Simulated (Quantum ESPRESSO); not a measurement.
# Strain and stress in Al2InGaAs4

The results below are calculated, not measured. They come from pw.x of Quantum ESPRESSO 7.5, a plane-wave density functional program, with PseudoDojo standard norm-conserving files (v0.5 for PBE, v0.4.1 for LDA and PBEsol). The cells are made up: elements, strain and atom displacements were drawn at random, and nothing was relaxed. There is no spin polarisation, spin-orbit coupling or dispersion term.

The cell has 8 sites of a zincblende or diamond lattice. Sites 1 to 4 hold Al In Ga Al; sites 5 to 8 hold As As As As. Cell vectors in Å: (5.744, 0.000, 0.000); (0.000, 5.744, 0.000); (0.000, 0.000, 5.744). Settings: PBE, cutoff 1143 eV, 4 x 4 x 4 k mesh shifted by half a step, Fermi-Dirac smearing of 0.025 eV.

Each run adds the same linear strain along x, y and z to one cell, with the atoms carried along; the vectors above are those of run 4. Stress is positive in tension and P is minus a third of its trace. E is the free energy for each atom above the lowest run shown.

| run | strain (%) | s_xx (GPa) | s_yy (GPa) | s_zz (GPa) | s_xy (GPa) | P (GPa) | E (meV/atom) |
| --- | --- | --- | --- | --- | --- | --- | --- |
| 1 | -2.44 | -12.82 | -12.26 | -13.44 | -0.62 | 12.84 | 124.22 |
| 2 | -0.97 | -8.26 | -7.80 | -8.82 | -0.52 | 8.29 | 58.40 |
| 3 | -0.54 | -7.08 | -6.64 | -7.63 | -0.49 | 7.12 | 43.96 |
| 4 | 0.10 | -5.45 | -5.05 | -5.97 | -0.45 | 5.49 | 26.24 |
| 6 | 1.21 | -2.93 | -2.58 | -3.41 | -0.39 | 2.97 | 5.32 |
| 7 | 1.68 | -1.97 | -1.65 | -2.44 | -0.37 | 2.02 | 0.00 |
| 5 | 0.65 | ? | ? | ? | ? | ? | ? |

A rerun of one of these cells at 1437 eV and k mesh 6 x 6 x 6 moved values by no more than 0.011 eV in the cell's energy, 0.02 GPa in stress and 0.004 eV/Å in force.

## Worked fit

A parabola through the six runs shown gives P = 5.72 - 2.49 e + 0.173 e² GPa, with e in per cent and a scatter of 0.02 GPa. A linear strain of 1 % changes the volume by about 3 %, so the bulk modulus of this cell with clamped atoms is about 83 ± 1 GPa at e = 0. The error is the larger of the fit's own and the change that a cubic makes, rounded up.

## Withheld run

Question: what P should run 5 give?

The fit gives 4.17 GPa. The calculation gave 4.19 GPa.

| run | strain (%) | s_xx (GPa) | s_yy (GPa) | s_zz (GPa) | s_xy (GPa) | P (GPa) | E (meV/atom) |
| --- | --- | --- | --- | --- | --- | --- | --- |
| 5 | 0.65 | -4.15 | -3.78 | -4.66 | -0.42 | 4.19 | 14.40 |